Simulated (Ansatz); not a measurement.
The start is a relaxed TiC cell displaced along its unstable phonon at q = Γ (177i cm⁻¹), largest move 0.15 Å. A full variable-cell relaxation at zero pressure is run with PBE (plane waves to 420 eV, PAW, scalar-relativistic; Ansatz, a program for electronic structure). The first steps use a coarse 11×7×7 k-mesh.

Starting cell:
```
TiC
1.0
    2.92171     0.00000     0.00000
    0.00000     2.68668     4.94269
    0.00000    -2.68668     4.94269
Ti C
3 3
Direct
  0.00000   0.46703   0.51673
  0.00000   0.47447   0.98947
  0.00000   0.99141   0.44972
  0.00000   0.09286   0.03703
  0.50000   0.35195   0.33572
  0.50000   0.67327   0.65364
```

```yaml
largest_initial_force: 0.62 eV/Å, on Ti1 (atoms numbered as listed)
energy_released: 0.08 eV/atom
volume_change: -0.4 %, from 12.93 to 12.88 Å³/atom
relative_to_the_parent: "It does not go back: it reaches Amm2 (No. 38), 0.09 eV/atom below the parent"
band_gap_at_the_end: no gap (metallic)
optimiser_moves: 12
```

It ends as:

```cif
data_C6Ti6
_chemical_formula_sum 'Ti6 C6'
_space_group_name_H-M_alt 'Amm2'
_space_group_IT_number 38
_space_group_name_Hall 'A 2 -2'
_cell_length_a 2.88306
_cell_length_b 9.52206
_cell_length_c 5.63029
_cell_angle_alpha 90.000
_cell_angle_beta 90.000
_cell_angle_gamma 90.000
loop_
_space_group_symop_operation_xyz
  'x, y, z'
  '-x, -y, z'
  '-x, y, z'
  'x, -y, z'
  'x, y+1/2, z+1/2'
  '-x, -y+1/2, z+1/2'
  '-x, y+1/2, z+1/2'
  'x, -y+1/2, z+1/2'
loop_
_atom_site_label
_atom_site_type_symbol
_atom_site_symmetry_multiplicity
_atom_site_Wyckoff_symbol
_atom_site_fract_x
_atom_site_fract_y
_atom_site_fract_z
_atom_site_occupancy
Ti1 Ti 4 d 0.00000 0.20910 0.19443 1
Ti2 Ti 2 a 0.00000 0.00000 0.50983 1
C1 C 2 a 0.00000 0.00000 0.12833 1
C2 C 4 e 0.50000 0.32781 0.00314 1
```
(The calculation used a cell of 6 atoms; values per cell refer to that cell.)

Final values are on a 16×10×10 k-mesh of the relaxed cell. No spin polarisation in the result.

The run could not lose the symmetry of its start: the end is stationary, and may be a saddle point rather than a minimum.

The relaxed structure here is a generated cell of TiC: the first start was made by placing the elements on the sites of a structure type, and the end was not matched to a known phase here, so it may be hypothetical. Known forms of TiC include space group No. 225.
